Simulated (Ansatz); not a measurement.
Relaxed ZnAu (CsCl type):

```xyz
4
Lattice="6.3735 0.0000 0.0000 0.0000 3.1868 0.0000 0.0000 0.0000 3.1868" Properties=species:S:1:pos:R:3 pbc="T T T"
Zn     1.5934     1.5934     1.5934
Zn     4.7802     1.5934     1.5934
Au     0.0000     0.0000     0.0000
Au     3.1868     0.0000     0.0000
```

A phonon eigenvector at X = (0.5, 0.0, 0.0) is frozen into this cell: atom i moves by Q times the vector below, so Q is the largest atomic displacement, in Å. The cell is held. It is one choice among 2 degenerate patterns. (q is in reciprocal vectors of the primitive cell; the cell shown is doubled to hold the pattern.)

```tsv
atom	x	y	z
Au3	0.000	0.000	-1.000
Au4	0.000	0.000	1.000
```

Atoms not listed stay in place.

These are PBE (plane waves to 420 eV, PAW, scalar-relativistic; Ansatz, a program for electronic structure) values and carry that method's errors. k mesh 8×15×15 (Γ-centred), Fermi-Dirac smearing 0.05 eV. E stands for the smeared free energy. With partly filled bands, energies and forces of such displacements shift with the k mesh and the smearing. Spin-orbit coupling is left out, though Au is heavy. ZnAu was relaxed with its symmetry unable to fall. ΔE is measured from the undisplaced structure. The last digit holds for this mesh only.

```
Q (Å)    ΔE (meV/cell)
-------  -------------
-0.1000          18.09
-0.0833          12.48
-0.0667           7.95
-0.0500       withheld
-0.0333           1.97
-0.0167           0.49
0.0000            0.00
0.0167            0.49
0.0333            1.97
0.0500        withheld
0.0667            7.95
0.0833           12.48
0.1000           18.09
```

**Question.** Fit an even polynomial form (powers 2, 4) to the given rows and predict ΔE at Q = 0.0500.

**Answer.** Least squares on the 11 given rows: ΔE = (1771)·Q² + (3783)·Q⁴, in meV/cell with Q in Å; root-mean-square residual 0.005 meV/cell. At 0.0500 the fit gives 4.45 meV/cell; the calculation gives 4.45 meV/cell, the same to the digits shown. The quadratic term alone would give 4.43 meV/cell.

(A displaced cell: forces are minus the slopes of the energy, force constants its curvatures, and phonons follow from these.)
